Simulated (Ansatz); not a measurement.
Sr2HN:
Space group R-3m, hexagonal axes (No. 166); a = b = 3.7661 Å, c = 18.7299 Å, α = β = 90.00°, γ = 120.00°

| atom | site | symmetry | x | y | z |
|---|---|---|---|---|---|
| Sr | 6c | 3m | 0.0000 | 0.0000 | 0.2390 |
| H | 3a | -3m | 0.0000 | 0.0000 | 0.0000 |
| N | 3b | -3m | 0.0000 | 0.0000 | 0.5000 |
(The calculation used a cell of 4 atoms; values per cell refer to that cell.)

Relaxed with PBEsol. 

**Question.** HSE06 on this cell (Ansatz, a program for electronic structure, PAW) gives a gap of 2.73 eV. What does PBEsol give?

**Answer.** 1.75 eV.

Cost on shared cores: the PBEsol run (SCF on a 9×9×9 mesh, then bands and DOS) very roughly 40 core-seconds, the HSE06 run (SCF on 6×6×6, then a few points) very roughly 5 core-minutes; the tasks are unlike.

The first step of the workflow began from a Materials Project structure, measured or hypothetical; the Crystallography Open Database copy checked does not list it. Whether it is the stable phase at ambient conditions was not checked. The PBEsol relaxation kept the symmetry of its start; whether a distortion lowers the energy is not shown. Spin–orbit coupling is left out wherever it is not named.

Potentials: the later of the program's two PAW sets.

Ansatz is a plane-wave DFT program.
